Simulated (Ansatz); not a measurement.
A sublattice moved along a line in ScAl

Computed with Ansatz, DFT PBEsol, scalar-relativistic, plane waves, PAW. Cutoff 420 eV, Γ-centred 14×14×14 k-points, Gaussian smearing of 0.15 eV. No spin polarisation. Energies are free energies at this smearing, counted from the undisturbed cell; pressure is positive in compression.

Zero of the scan (as given, not relaxed at this level; it stands at -1.8 GPa, and it needn't be the usual structure):

```yaml
crystal:
  lattice:
    - [3.37035, 0.00000, 0.00000]
    - [0.00000, 3.37035, 0.00000]
    - [0.00000, 0.00000, 3.37035]
  atoms:
    - { symbol: Sc, position: [0.50000, 0.50000, 0.50000] }
    - { symbol: Al, position: [0.00000, 0.00000, 0.00000] }
```

Every Al atom is moved by x along the Cartesian unit vector (1.000, 0.000, 0.000); the cell and all other atoms stay fixed. The cell is metallic on the mesh throughout.

```csv
x (Å),ΔE (meV/cell),force along x on the moved atoms (eV/Å),pressure (GPa)
-0.3000,217.5,1.44,0.6
-0.1500,54.5,0.73,-1.2
0.0000,0.0,0.00,-1.8
0.0375,3.4,-0.18,-1.7
0.0750,13.6,-0.36,-1.6
0.1125,30.7,-0.55,-1.4
0.1875,85.2,-0.91,-0.8
0.2250,122.6,-1.09,-0.4
0.2625,166.7,-1.27,0.0
```

By symmetry 0.3000 repeats -0.3000, -0.2250 repeats 0.2250, 0.1500 repeats -0.1500, -0.0750 repeats 0.0750 in energy, with the opposite slope along the path.